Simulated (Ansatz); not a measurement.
**Question.** Each is relaxed and computed with plane-wave PAW PBE (Ansatz code). Which alone has a direct gap?
A. SiCO4, I-4 (Si on 2a, C on 2c, O on 8g)
B. ZnIn2O4, I-4 (In on 2b, In on 2d, Zn on 2a, O on 8g)
C. ZnSnN2, R-3m (Zn on 3a, Sn on 3b, N on 6c)
D. MgIn2O4, I-4 (In on 2b, In on 2d, Mg on 2a, O on 8g)

**Answer.** B, ZnIn2O4, I-4 (In on 2b, In on 2d, Zn on 2a, O on 8g). ZnIn2O4: gap 0.88 eV (direct); MgIn2O4: gap 1.38 eV (indirect); SiCO4: gap 6.89 eV (indirect); ZnSnN2: gap 0.45 eV (indirect). Constructed cells (a structure type filled with these elements, in neither database checked): ZnIn2O4, I-4 (In on 2b, In on 2d, Zn on 2a, O on 8g); MgIn2O4, I-4 (In on 2b, In on 2d, Mg on 2a, O on 8g). Typed or built starts, not in the databases checked: SiCO4, I-4 (Si on 2a, C on 2c, O on 8g); ZnSnN2, R-3m (Zn on 3a, Sn on 3b, N on 6c). All cells were relaxed under the symmetry of their starts (and spin orders); stability against distortions was not tested throughout. Spin–orbit coupling is left out wherever it is not named.

Potentials: the earlier of the program's two PAW sets.
